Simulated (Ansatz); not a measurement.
AlP (zinc blende)

```
CELL_PARAMETERS angstrom
      0.00000     2.75367     2.75367
      2.75367     0.00000     2.75367
      2.75367     2.75367     0.00000
ATOMIC_POSITIONS crystal
  P  0.25000 0.25000 0.25000
  Al 0.00000 0.00000 0.00000
```

The slice is a {111} plane (indices of the conventional cell) through the point (0.000, 0.000, 0.000) (fractional), spanned by u = [100] and v = [-1 2 0] in vectors of this cell: u (3.89 Å) and v (6.75 Å, at 90° to u). It covers one period; positions are fractions (u, v).

Calculation: PBE (plane waves to 420 eV, PAW, scalar-relativistic; Ansatz, an electronic-structure program). k mesh 10×10×10. Near the nuclei the fields are pseudised (PAW); where an atom keeps semicore shells as valence, they peak there. AlP was relaxed with its symmetry unable to fall. The PAW data are Ansatz's earlier set.

Task: Predict the map of the valence electron density on the slice.

Result: 
```tsv
v \ u	0.00	0.17	0.33	0.50	0.67	0.83
0.88	-0.6	-0.7	-1.2	-1.5	-1.2	-0.7
0.75	-0.3	-0.5	-1.0	-1.3	-1.0	-0.5
0.62	-0.3	-0.3	-0.6	-0.8	-0.6	-0.3
0.50	-0.7	-0.7	-0.8	-1.3	-0.8	-0.7
0.38	-1.5	-1.2	-0.7	-0.6	-0.7	-1.2
0.25	-1.3	-1.0	-0.5	-0.3	-0.5	-1.0
0.12	-0.8	-0.6	-0.3	-0.3	-0.3	-0.6
0.00	-1.3	-0.8	-0.7	-0.7	-0.7	-0.8
```

Values: log₁₀ of the valence density in e/Å³. The scale is logarithmic, as a density can span decades between atoms and voids.
